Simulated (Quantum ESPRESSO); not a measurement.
**Band energies of K$_{2}$PtBr$_{4}$**

```xyz
7
Lattice="7.4055 0.0000 0.0000 0.0000 7.4055 0.0000 0.0000 0.0000 4.3652" Properties=species:S:1:pos:R:3 pbc="T T T"
K      0.0000     3.7028     2.1826
K      3.7028     0.0000     2.1826
Br     5.6706     5.6706     0.0000
Br     1.7349     1.7349     0.0000
Br     1.7349     5.6706     0.0000
Br     5.6706     1.7349     0.0000
Pt     0.0000     0.0000     0.0000
```

PBEsol (pw.x of Quantum ESPRESSO, ONCV potentials, without SOC); path ΓXMΓZRAZ,XR,MA; energies in eV from the valence-band maximum.

| k (1/Å) | point | band 28 | band 29 | band 30 | band 31 | band 32 | band 33 | band 34 | band 35 |
|---|---|---|---|---|---|---|---|---|---|
| 0.00 | Γ | -1.00 | -0.90 | -0.84 | -0.08 | -0.08 | 2.43 | 3.14 | 4.41 |
| 0.21 |  | -1.00 | -0.99 | -0.70 | -0.10 | -0.04 | 2.22 | 3.57 | 4.77 |
| 0.42 | X | -1.21 | -0.98 | -0.61 | -0.12 | 0.00 | 2.04 | 4.35 | 4.57 |
| 0.64 |  | -1.36 | -0.97 | -0.35 | -0.08 | -0.02 | 1.68 | 4.66 | 4.89 |
| 0.85 | M | -1.54 | -0.96 | -0.22 | -0.04 | -0.04 | 1.38 | 5.16 | 5.18 |
| 1.25 |  | -0.99 | -0.99 | -0.63 | -0.07 | -0.07 | 2.19 | 3.56 | 4.73 |
| 1.45 | Γ | -1.00 | -0.90 | -0.84 | -0.08 | -0.08 | 2.43 | 3.14 | 4.41 |
| 1.81 |  | -0.81 | -0.78 | -0.59 | -0.22 | -0.22 | 2.45 | 3.74 | 4.87 |
| 1.99 |  | -0.74 | -0.74 | -0.32 | -0.30 | -0.30 | 2.47 | 4.05 | 4.21 |
| 2.17 | Z | -0.72 | -0.71 | -0.33 | -0.33 | -0.19 | 2.48 | 3.75 | 4.42 |
| 2.38 |  | -0.93 | -0.58 | -0.39 | -0.31 | -0.18 | 2.28 | 3.96 | 4.83 |
| 2.59 | R | -1.22 | -0.51 | -0.45 | -0.29 | -0.17 | 2.11 | 4.24 | 5.38 |
| 3.02 | A | -1.67 | -0.40 | -0.40 | -0.28 | -0.16 | 1.56 | 4.58 | 5.89 |
| 3.22 |  | -1.37 | -0.39 | -0.38 | -0.36 | -0.17 | 1.80 | 4.37 | 5.59 |
| 3.62 | Z | -0.72 | -0.71 | -0.33 | -0.33 | -0.19 | 2.48 | 3.75 | 4.42 |
| 3.62 | X | -1.21 | -0.98 | -0.61 | -0.12 | 0.00 | 2.04 | 4.35 | 4.57 |
| 3.98 |  | -1.21 | -0.61 | -0.52 | -0.31 | -0.16 | 2.07 | 4.68 | 5.32 |
| 4.16 |  | -1.21 | -0.53 | -0.41 | -0.29 | -0.25 | 2.10 | 4.48 | 5.32 |
| 4.34 | R | -1.22 | -0.51 | -0.45 | -0.29 | -0.17 | 2.11 | 4.24 | 5.38 |
| 4.34 | M | -1.54 | -0.96 | -0.22 | -0.04 | -0.04 | 1.38 | 5.16 | 5.18 |
| 4.48 |  | -1.57 | -0.88 | -0.22 | -0.08 | -0.08 | 1.40 | 5.17 | 5.40 |
| 4.77 |  | -1.63 | -0.45 | -0.30 | -0.30 | -0.26 | 1.50 | 5.00 | 6.17 |
| 5.06 | A | -1.67 | -0.40 | -0.40 | -0.28 | -0.16 | 1.56 | 4.58 | 5.89 |

The PBEsol gap is indirect, 1.38 eV, from X to M; the smallest direct gap is 1.42 eV.

Without spin-orbit coupling, band edges of such heavy elements can be off by tenths of an eV.

Geometry of the Materials Project entry, not relaxed at this level.

The structure is a Materials Project entry; no match was found in the copy of COD used, and its stability was not checked.
